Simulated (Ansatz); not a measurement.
KTaO₃ (cubic perovskite), relaxed with LDA (Ansatz, a program for electronic structure, plane waves, PAW): a = b = c = 3.952 Å, α = β = γ = 90.00°.

| Quantity | Value |
|---|---|
| gap (eV) | 2.13 |
| ΔH_f (eV/atom) | -2.85 |
| B₀ by P(V) fit (GPa) | 218 |

Question: The same phase is relaxed and computed with r²SCAN in the same code. What are the cell and these values now?

Answer: a = b = c = 3.990 Å, α = β = γ = 90.00°.

- gap (eV): 2.63
- ΔH_f (eV/atom): -2.90
- B₀ by P(V) fit (GPa): 209

All cells were relaxed under the symmetry of their starts (and spin orders); stability against distortions was not tested throughout. Rows with no word on spin ran without spin polarisation. Spin–orbit coupling is left out wherever it is not named.

Potentials: the later of the program's two PAW sets.

Ansatz is a plane-wave DFT program.

Formation energies count from the lowest solids of the elements computed at the same level, not from gases.
